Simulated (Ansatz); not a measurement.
Data:

SiBCN:
```cif
data_CBNSi
_chemical_formula_sum 'B1 N1 Si1 C1'
_space_group_name_H-M_alt 'P 1'
_space_group_IT_number 1
_cell_length_a 4.92115
_cell_length_b 4.92115
_cell_length_c 4.92115
_cell_angle_alpha 33.424
_cell_angle_beta 33.424
_cell_angle_gamma 33.424
loop_
_space_group_symop_operation_xyz
  'x, y, z'
loop_
_atom_site_label
_atom_site_type_symbol
_atom_site_fract_x
_atom_site_fract_y
_atom_site_fract_z
_atom_site_occupancy
B1 B 0.99432 0.99432 0.99432 1
N1 N 0.11874 0.11874 0.11874 1
Si1 Si 0.50421 0.50421 0.50421 1
C1 C 0.63276 0.63276 0.63276 1
```

This is the PBEsol-relaxed structure.

Q: All from DFT-PBEsol in the program Ansatz with PAW potentials, unless another level is named. Estimate the HSE06 gap on the PBEsol cell.

A: 1.17 eV.

Q: And the smallest direct gap on the standard path?

A: 2.23 eV.

Q: Give the band gap.

A: 0.14 eV (indirect).

Q: And the electron effective mass?

A: 0.26, 0.31, 0.61 mₑ (principal values).

Q: And the valence-band maximum?

A: at Γ.

Q: Next, the conduction-band minimum?

A: at F (3 equivalent valleys).

Space group R3m. The start of the workflow was typed in or built on a structure type; neither database checked (COD, Materials Project) lists it. Its standing as an ambient phase is unchecked. The cell was relaxed with PBEsol under the symmetry of its start; its stability against distortions is not shown here. The volume moved by -19 % from the start of the relaxation.

Potentials: the earlier of the program's two PAW sets. The files were generated under PBE; for other functionals the program regenerates the frozen cores, and for LDA and PBEsol the local potential too.
